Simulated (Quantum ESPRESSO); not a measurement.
CuInPt5W in 6 site orders

These are calculations, not measurements. They come from Quantum ESPRESSO 7.5, a public plane-wave density functional program. Each row is one single-point run on a made-up periodic cell of eight metal atoms, with elements, volume, strain and displacements drawn at random and not relaxed, so a cell may be unstable or far from any real phase. There is no spin polarisation or spin-orbit coupling.

Settings: PBE unless stated; PseudoDojo standard norm-conserving files; Fermi-Dirac width 0.25 eV, which means electrons at about 2900 K; cutoff 1252 eV; 5 x 5 x 4 k mesh shifted half a step off Gamma. E is the free energy of the whole cell (internal energy minus TS), so a -TS column is already part of it. Stress is positive in tension, and the pressure P is minus a third of its trace.

Checks: one run of this series was repeated at a higher cutoff and on a denser mesh, which moved values by no more than 0.007 eV, 0.03 GPa and 0.009 eV/Å, and a second program with other atomic files agreed on it to 2 % rms in force and 0.5 GPa in pressure. Known limits: the copper pseudopotential is less sure than most, with forces differing by about three percent and pressure by about two GPa from a second method on plain copper; heavy elements are run without spin-orbit coupling, which real alloys of them have; a spin test at this wide smearing found no moment, but such smearing suppresses magnetism that the real alloy may have.

The lattice is hexagonal close-packed, and the cell vectors in Å are (4.334, -2.451, -0.022); (-2.856, 0.017, -4.719); (2.894, 4.911, -0.041), a volume of 134.50 Å³. The runs put one composition on the same eight displaced sites in different orders. E is counted from run 1, and the rms force is over all 24 components. Nothing is relaxed, so E mixes bonding between neighbours with strain on unrelaxed sites, and it is not an ordering energy.

```
run,elements on sites 1 to 8,E (eV),-TS (eV),rms force (eV/Å),largest force (eV/Å),P (GPa)
1,W Pt Pt Pt Cu Pt Pt In,0.000,-1.258,0.475,1.21,-10.37
2,In Pt Pt Cu Pt W Pt Pt,0.539,-1.410,0.588,1.54,-9.43
3,In Pt W Cu Pt Pt Pt Pt,0.243,-1.334,0.640,1.52,-10.04
4,Pt Pt Pt Cu W Pt In Pt,0.133,-1.318,0.377,0.88,?
5,Pt Pt Cu Pt In Pt W Pt,0.589,-1.419,0.576,1.29,-9.02
6,Cu Pt Pt W Pt In Pt Pt,0.409,-1.420,0.482,1.35,-9.08
```

## Worked fit

A straight line through the runs shown gives P = -10.39 + 2.25 E GPa with E in eV, an error of 0.61 on the slope and a scatter of 0.29 GPa. At this fixed volume the orders of higher energy tend to have the higher pressure.

## Withheld value

Question: what pressure should run 4 give?

The fit gives -10.09 ± 0.35 GPa. The calculation gave -9.76 GPa.
